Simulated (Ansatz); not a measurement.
BIr:
Space group P-6m2 (No. 187); a = b = 3.0027 Å, c = 2.6804 Å, α = β = 90.00°, γ = 120.00°

```
atom  site  symmetry       x       y       z
----  ----  --------  ------  ------  ------
B       1b      -6m2  0.0000  0.0000  0.5000
Ir      1e      -6m2  0.6667  0.3333  0.0000
```

Relaxed at zero pressure with DFT-LDA in the program Ansatz with PAW potentials.

The volume is lowered by 9 % and shape and atoms relax at that volume. What pressure results, and how do the axes share the change?

39.2 GPa; a -3.7 %, b -3.7 %, c -2.0 %; the energy rises by 106 meV/atom.

Give the new structure.


Space group P-6m2 (No. 187); a = b = 2.8930 Å, c = 2.6276 Å, α = β = 90.00°, γ = 120.00°

```
atom  site  symmetry       x       y       z
----  ----  --------  ------  ------  ------
B       1b      -6m2  0.0000  0.0000  0.5000
Ir      1e      -6m2  0.6667  0.3333  0.0000
```

The phase is kept; no other phase was compared at this pressure.

The workflow started from a Materials Project entry (that database holds measured and hypothetical structures alike); the Crystallography Open Database copy checked does not list it. Its standing as an ambient phase is unchecked. The LDA relaxation kept the symmetry of its start. At this level the phase is mechanically unstable. No spin polarisation was allowed. Scalar-relativistic: spin–orbit coupling is off unless named, which matters more the heavier the elements.

Potentials: the later of the program's two PAW sets.
